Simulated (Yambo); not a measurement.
Yambo run on Cs2IBrCl6 (space group Fm-3m, No. 225). The wavefunctions are norm-conserving PBEsol (Quantum ESPRESSO, 70 Ry, without SOC) ones on a 2×2×2 mesh (37 occupied bands); a = b = c = 8.0411 Å, α = β = γ = 60.00°.

Yambo input:

```
rim_cut
gw0
dyson
el_el_corr
HF_and_locXC
ppa
em1d
RandQpts= 1000000
RandGvec= 1 Ry
EXXRLvcs= 70 Ry
VXCRLvcs= 280 Ry
Chimod= "HARTREE"
% BndsRnXp
 1 | 167 |
%
NGsBlkXp= 6 Ry
% LongDrXp
 1.0 | 1.0 | 1.0 |
%
PPAPntXp= 27.2114 eV
% GbndRnge
 1 | 369 |
%
GTermKind= "BG"
DysSolver= "n"
ExtendOut
% QPkrange
 2 | 2 | 37 | 38 |
%
```

k points by index: 2 = L.

Table of the .qp output:

```
#    K-point    Band    Eo [eV]    E [eV]    E-Eo [eV]    Vxc [eV]    Vnlxc [eV]    Sc|Eo [eV]    Sc|E [eV]    dSc/dw|Eo [eV]    Re(Z)    Im(Z)
#
    2    37    0.000000    -0.166275    -0.166275    -13.69452    -16.03825    2.121396    2.177452    -9.165598    0.748032    -0.002127
    2    38    0.821614    1.281647    0.460033    -13.00664    -10.08548    -2.319918    -2.461135    -8.351053    0.765167    -0.001920
```
(The two width columns are left out.) Convergence of these settings isn't established.

Geometry of the Materials Project entry, not relaxed at this level.

The structure is a Materials Project entry; no match was found in the copy of COD used, and its stability was not checked.
